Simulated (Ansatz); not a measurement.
## Mg4ZrN4: a ladder of calculations

Cell of run 1: a Materials Project structure (computed, not necessarily an observed phase), taken as it stands.

```
CELL_PARAMETERS angstrom
5.64616 0.00000 0.00000
2.18671 5.25376 0.00000
1.30324 2.52292 7.96701
ATOMIC_POSITIONS crystal
Mg 0.28190 0.16649 0.21690
Mg 0.71810 0.83351 0.78310
Mg 0.24272 0.76389 0.99977
Mg 0.75728 0.23611 0.00023
Mg 0.25949 0.94653 0.57156
Mg 0.74051 0.05347 0.42844
Mg 0.74517 0.49698 0.58099
Mg 0.25483 0.50302 0.41901
Zr 0.27016 0.39015 0.78238
Zr 0.72984 0.60985 0.21762
N 0.00527 0.69963 0.60031
N 0.99473 0.30037 0.39969
N 0.15336 0.16058 0.00532
N 0.84664 0.83942 0.99468
N 0.50718 0.58328 0.80442
N 0.49283 0.41672 0.19558
N 0.52255 0.81891 0.38259
N 0.47745 0.18109 0.61741
```

Atom numbers follow the list; atoms alike are taken as one site, whose name carries the number of the first.

Relaxed positions (PBE, cell held):

```
CELL_PARAMETERS angstrom
5.64616 0.00000 0.00000
2.18671 5.25376 0.00000
1.30324 2.52292 7.96701
ATOMIC_POSITIONS crystal
Mg 0.28261 0.16731 0.21568
Mg 0.71739 0.83269 0.78432
Mg 0.24188 0.76438 0.99980
Mg 0.75812 0.23562 0.00020
Mg 0.25943 0.94682 0.57080
Mg 0.74057 0.05318 0.42920
Mg 0.74511 0.49686 0.58090
Mg 0.25489 0.50314 0.41910
Zr 0.27074 0.39049 0.78167
Zr 0.72926 0.60951 0.21833
N 0.00570 0.69843 0.60147
N 0.99430 0.30157 0.39853
N 0.15440 0.16220 0.00321
N 0.84560 0.83780 0.99679
N 0.50607 0.58238 0.80433
N 0.49393 0.41762 0.19567
N 0.52299 0.81855 0.38191
N 0.47701 0.18145 0.61809
```

All runs are DFT with Ansatz 0.2.0 (plane waves and PAW, scalar-relativistic unless spin–orbit coupling is named, Γ-centred meshes, Fermi–Dirac smearing where given) in this cell.

Run 1: PBE, atoms as given; 420 eV, 6×6×4 k-points, smearing 0.02 eV.
Run 2: PBE, atoms relaxed; 420 eV, 6×6×4 k-points, smearing 0.02 eV.
Run 3: r2SCAN, at the relaxed atoms; 500 eV, 6×6×4 k-points, smearing 0.02 eV.
Run 4: PBE with spin–orbit coupling, at the relaxed atoms; 420 eV, 6×6×4 k-points, smearing 0.02 eV.

```
run    Zr V_zz (η)  N11 V_zz (η)  N15 V_zz (η)  N17 V_zz (η)
  1  -12.53 (0.54)  -2.17 (0.20)  -2.37 (0.97)  -2.31 (0.90)
  2  -12.44 (0.55)  -2.20 (0.19)  -2.45 (0.93)  -2.37 (0.86)
  3  -12.59 (0.55)  -2.29 (0.17)   2.49 (0.98)  -2.44 (0.91)
  4              ?             ?             ?             ?
```

V_zz in 10²¹ V/m²; 4 of the 9 sets of like atoms are followed.

Question: Estimate the row of run 4.

Answer: Zr: -12.45 (0.55); N11: -2.20 (0.19); N15: -2.45 (0.93); N17: -2.37 (0.86). It lies nearest to run 2, from whose tensors on these sites it differs by 0.01 at most (largest principal value of the difference). Taken one at a time, the functional (r2SCAN with its higher cutoff) moves the tensors on these sites by up to 0.22 (largest principal value of the change, on Zr), the positions of the atoms (as given or relaxed) by 0.12 (Zr), spin–orbit coupling by 0.01. On some sites the largest principal value moves to another axis from run to run, and the sign of V_zz can flip with it. On N15 η is near 1, so the change of sign is little more than a relabelling of axes.

In run 1 the atoms aren't at the calculated equilibrium (largest force 0.26 eV/Å).
